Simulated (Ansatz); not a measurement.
Ni3Si (Cu3Au type), conventional cell a = 3.465 Å, b = 3.465 Å, c = 3.465 Å, α = 90.00°, β = 90.00°, γ = 90.00°. The calculation uses the primitive cell of 4 atoms, to which meshes and values per cell refer.

E(V) scan at fixed shape, V₀ the volume above. Symmetry pins the atoms to their sites.

Calculation: r2SCAN (plane waves to 500 eV, PAW, scalar-relativistic; Ansatz, a quantum-chemistry and plane-wave program). k mesh 13×13×13 (Γ-centred), Fermi-Dirac smearing 0.05 eV. Energies are smeared free energies. At this level the bands of Ni3Si touch or barely overlap. Ni3Si is run without spin polarisation. Ni3Si was relaxed with its symmetry unable to fall. The zero of ΔE is the relaxed starting cell. The last digit holds for this mesh only.

```json
[
 {"V (Å³/atom)": "8.733", "ΔE (meV/atom)": "277.8"},
 {"V (Å³/atom)": "9.066", "ΔE (meV/atom)": "165.7"},
 {"V (Å³/atom)": "9.398", "ΔE (meV/atom)": "87.1"},
 {"V (Å³/atom)": "9.731", "ΔE (meV/atom)": "36.2"},
 {"V (Å³/atom)": "10.064", "ΔE (meV/atom)": "8.5"},
 {"V (Å³/atom)": "10.396", "ΔE (meV/atom)": "0.0"},
 {"V (Å³/atom)": "10.729", "ΔE (meV/atom)": "7.5"},
 {"V (Å³/atom)": "11.062", "ΔE (meV/atom)": "28.3"},
 {"V (Å³/atom)": "11.395", "ΔE (meV/atom)": "60.2"},
 {"V (Å³/atom)": "11.727", "ΔE (meV/atom)": "101.1"},
 {"V (Å³/atom)": "12.060", "ΔE (meV/atom)": "149.6"}
]
```

### Question
What is the fitted pressure derivative B₀′?

### Answer
4.7.

### Question
What bulk modulus B₀ follows from a third-order Birch-Murnaghan fit?

### Answer
239 GPa. Check by three points about V = 10.396 Å³/atom, step 0.665: d²E/dV² ≈ (36 − 2·0 + 28) meV / 0.665² = 0.145 eV/Å⁶, and V·d²E/dV² × 160.2 = 241 GPa.

(A scan under strain: stresses follow from slopes of the energy per volume, elastic moduli from its curvatures.)
